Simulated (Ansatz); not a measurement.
AlBRu$_{3}$ (cubic perovskite, space group No. 221) is relaxed with PBEsol (plane waves, PAW; program Ansatz). What lattice parameters of the conventional cell result?

a = 4.012 Å.

Is it a metal or does it have a gap at this level?

No gap at this level.

Space group Pm-3m (cubic perovskite). The start of the workflow was typed in or built on a structure type; neither database checked (COD, Materials Project) lists it. Its standing as an ambient phase is unchecked. Symmetry was held in the PBEsol relaxation. At this level the phase is dynamically unstable (imaginary phonons). No spin polarisation was allowed. The volume moved by -16 % from the start of the relaxation. Scalar-relativistic: spin–orbit coupling is off unless named, which matters more the heavier the elements.

Potentials: the later of the program's two PAW sets.
